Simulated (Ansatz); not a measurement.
## What DFT gives for LiCaLa

```
Li Ca La
1.0
     0.00000    5.42693    0.00000
     5.42693    0.00000    0.00000
     2.71346    2.71346   -5.71220
Li Ca La
1 1 1
Direct
  0.00000 0.00000 0.00000
  0.25000 0.75000 0.50000
  0.50000 0.50000 0.00000
```

Method: PBE, no spin polarisation; PAW, plane waves to 420 eV, 7×7×7 Γ-centred mesh, fermi-dirac occupations (width 0.1 eV) (Ansatz 0.2.0), atoms fixed.

Question: Is the cell too large or too small?

Answer: The pressure is -2.5 GPa (compression positive), so with the atoms held at these fractions the cell would first shrink. The principal stresses -3.1, -3.1, -1.3 GPa differ, so its shape would change too.

Question: Describe some of the short contacts.

Answer: Li–La at 3.84 Å: least valence density 0.04 e/Å³ and ELF 0.07 there. Li–Ca at 3.94 Å: least valence density 0.04 e/Å³ and ELF 0.46 there, so no covalent bond. Ca–La at 3.94 Å: least valence density 0.06 e/Å³ and ELF 0.21 there. Both are smooth PAW fields, read partly inside the augmentation spheres.

Question: Is there a gap?

Answer: It is a metal, with about 6.1 states/eV a cell as the mean within 0.25 eV of the Fermi level, mostly La d (61 %).

Question: Is it stable against the elements?

Answer: 0.75 eV an atom against the elements' usual phases (free molecules for gases, crystals otherwise, with no correction for O₂ or N₂), so at this geometry it isn't bound against them. Relaxing would lower it.

Question: How is the charge shared?

Answer: Bader charges in e: Li +0.73, Ca -0.21, La -0.51. In the mean Li gives up most and La takes most.

Origin: a known structure type with other elements, at an estimated volume, so it need not be a known compound. Caveats: many states at the Fermi level without spin polarisation, so a magnetic state may lie lower; f levels without a U or exact exchange are poorly placed.
